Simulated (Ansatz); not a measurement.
BaN₂:
```cif
data_Ba2N4
_chemical_formula_sum 'Ba2 N4'
_space_group_name_H-M_alt 'P 1'
_space_group_IT_number 1
_cell_length_a 4.13770
_cell_length_b 4.13770
_cell_length_c 7.19357
_cell_angle_alpha 77.486
_cell_angle_beta 102.514
_cell_angle_gamma 116.571
loop_
_space_group_symop_operation_xyz
  'x, y, z'
loop_
_atom_site_label
_atom_site_type_symbol
_atom_site_fract_x
_atom_site_fract_y
_atom_site_fract_z
_atom_site_occupancy
Ba1 Ba 0.79615 0.79615 0.75000 1
Ba2 Ba 0.20385 0.20385 0.25000 1
N1 N 0.15277 0.55717 0.54541 1
N2 N 0.84723 0.44283 0.45459 1
N3 N 0.55717 0.15277 0.95459 1
N4 N 0.44283 0.84723 0.04541 1
```

This is the PBEsol-relaxed structure.

**Question.** All from the program Ansatz at the PBEsol level (PAW), unless another level is named. Predict the highest zone-centre frequency.

**Answer.** 198.7 meV.

**Question.** Give the bulk modulus (Birch–Murnaghan fit).

**Answer.** 574 kbar.

Space group C2/c. The first step of the workflow began from a Materials Project structure, measured or hypothetical; the Crystallography Open Database copy checked does not list it. Its standing as an ambient phase is unchecked. The PBEsol relaxation kept the symmetry of its start; its stability against distortions is not shown here. Spin–orbit coupling is left out wherever it is not named.

Potentials: the later of the program's two PAW sets.
